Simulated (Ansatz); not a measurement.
## Trial structures of Si₂Bi₂S: starts and ends

The calculation used DFT PBE, scalar-relativistic, plane waves, PAW in Ansatz 0.2.0. All cells share a 420 eV cutoff and Γ-centred k meshes spaced at most about 0.3 Å⁻¹ (about 0.25 or finer for metals, 2π included). No spin polarisation in the final relaxations.

Each guess was relaxed in cell and atoms at zero pressure, within the symmetry of its start. All energies are static (0 K, no zero-point motion). Coordination counts Bi or Si atoms around S (for each partner element, those within 1.25 times its shortest distance or 1.15 times the sum of covalent radii, where it is the nearest in units of that sum or under 1.3; the shortest distance is added where it exceeds 1.18 times the sum of covalent radii).

```tsv
guess	made from	start group	V start (Å³/atom)	end group	V end (Å³/atom)	coordination at the end	gap on mesh (eV)	E over the lowest end (meV/atom)
1	random cell	P6/mmm	25.8	P6/mmm	25.9	S 6 from 2.9 Å	0	339
2	random cell	P-3m1	26.5	P-3m1	31.5	S 2	0	38
3	LaGe2Rh2 type	I4/mmm	22.4	I4/mmm	24.1	S 8 from 3.4 Å	0	218
4	random cell	P-6m2	22.7	?	?	?	?	?
5	LaAl2Ge2 type	P-3m1	25.8	P-3m1	23.6	S 6	0	0
6	random cell	P6/mmm	25.5	P6/mmm	27.3	S 2	0	364
```

Guess 4 as it starts:

```
CELL_PARAMETERS angstrom
4.21681 0.00000 0.00000
-2.10841 3.65187 0.00000
0.00000 0.00000 7.36372
ATOMIC_POSITIONS crystal
Si 0.00000 0.00000 0.85848
Si 0.00000 0.00000 0.14152
Bi 0.33333 0.66667 0.00000
Bi 0.00000 0.00000 0.50000
S 0.66667 0.33333 0.00000
```

**Question.** Predict the end of this guess and its energy over the lowest end.

**Answer.** It ends in space group P-6m2 (No. 187), with a = 4.941 Å, c = 7.841 Å, 33.2 Å³/atom and no gap. It lies 0.62 eV/atom over the lowest end, above guess 6 and so the highest of the set. Counting Bi or Si atoms around S, this end has S 3 and the lowest (guess 5) has S 6. This end holds Si–Si pairs (shortest 2.36 Å); the lowest (guess 5) holds Si–Si nets (shortest 2.41 Å).

```xyz
5
Lattice="4.9409 0.0000 0.0000 -2.4704 4.2789 0.0000 0.0000 0.0000 7.8408" Properties=species:S:1:pos:R:3 pbc="T T T"
Si    0.0000    0.0000    6.6590
Si    0.0000    0.0000    1.1818
Bi    0.0000    2.8526    0.0000
Bi    0.0000    0.0000    3.9204
S     2.4704    1.4263    0.0000
```

The zero of energy is the elements' standard structures at the same level; no fitted shifts are applied.

**Question.** Is the lowest end bound against the elements?

**Answer.** No: its formation energy is +0.17 eV/atom. A positive value: parting into the elements would lower its energy.

Weakly bound directions are ill-defined at this level, which has no dispersion term (P-3m1 at 31.5 Å³/atom), and this can change margins and order among such cells. These runs have no spin–orbit coupling, which can matter for Bi. The zero gap of P-3m1 at 31.5 Å³/atom may come from the functional, which often closes small gaps, or the cell may be a true semimetal. The reference form of S is held partly by dispersion forces, which this level lacks. Cells relaxed within their symmetry can be saddle points. A lower structure may well exist outside this small set. Some candidate types were left out of the draw beforehand, so a known form may be missing.
